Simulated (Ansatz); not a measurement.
## CsYCdSe₃: the gap from level to level

A database entry relaxed whole under r2SCAN at zero pressure (Cmcm, No. 63):

```xyz
12
Lattice="2.1384 -8.0535 0.0000 2.1384 8.0535 0.0000 0.0000 0.0000 11.1677" Properties=species:S:1:pos:R:3 pbc="T T T"
Cs    2.1384    3.9115    2.7919
Cs    2.1384   -3.9115    8.3758
Y     0.0000    0.0000    0.0000
Y     0.0000    0.0000    5.5838
Cd    2.1384   -0.6716    2.7919
Cd    2.1384    0.6716    8.3758
Se    2.1384   -1.9061    0.5065
Se    2.1384    1.9061    6.0904
Se    2.1384    1.9061   10.6612
Se    2.1384   -1.9061    5.0773
Se    2.1384   -7.1103    2.7919
Se    2.1384    7.1103    8.3758
```

Its volume is 32.05 Å³ an atom, +3.7 % against the entry's 30.91, a measured cell (2003, 153 K).

Single points on this cell with plane-wave PAW DFT (Ansatz 0.2.0; r2SCAN 500 eV, hybrids 420 eV; fermi-dirac occupations of width 0.020 eV; no moments): r2SCAN on a 8×8×4 Γ-centred mesh; r2SCAN with spin-orbit coupling on a 2×2×2 Γ-centred mesh; HSE06 on a 4×4×2 Γ-centred mesh; PBE0 on a 4×4×2 Γ-centred mesh.

Q: What does each level give for gap and charges?

A: The runs give:

| level | gap (eV), or kind | pressure (GPa) | Bader charge of Cs (e) | Bader charge of Y (e) | Bader charge of Cd (e) | Bader charge of Se (e) |
| --- | --- | --- | --- | --- | --- | --- |
| r2SCAN | 2.69 | 0.0 | +0.82 | +1.98 | +0.66 | -1.16 |
| r2SCAN with spin-orbit coupling | 2.58 | 0.4 | +0.82 | +2.00 | +0.67 | -1.16 |
| HSE06 | 3.10 | 0.1 | +0.82 | +2.00 | +0.66 | -1.16 |
| PBE0 | 3.77 | 0.0 | +0.82 | +2.00 | +0.66 | -1.16 |

Under r2SCAN the gap is 2.69 eV, over mesh and band path. HSE06 moves it by +0.41 eV and PBE0 by +1.07 eV; PBE0 keeps its exact exchange at long range, which widens the gap over HSE06's by 0.66 eV on their common mesh. Spin-orbit coupling moves the r2SCAN gap by -0.11 eV, which the hybrid values lack.

Caveats: the relaxation kept the start's symmetry; HSE06 is read on its mesh and at the zone's corners, PBE0 on its mesh alone; hybrid pressures are good to a few tenths of a GPa; pressure is positive in compression.
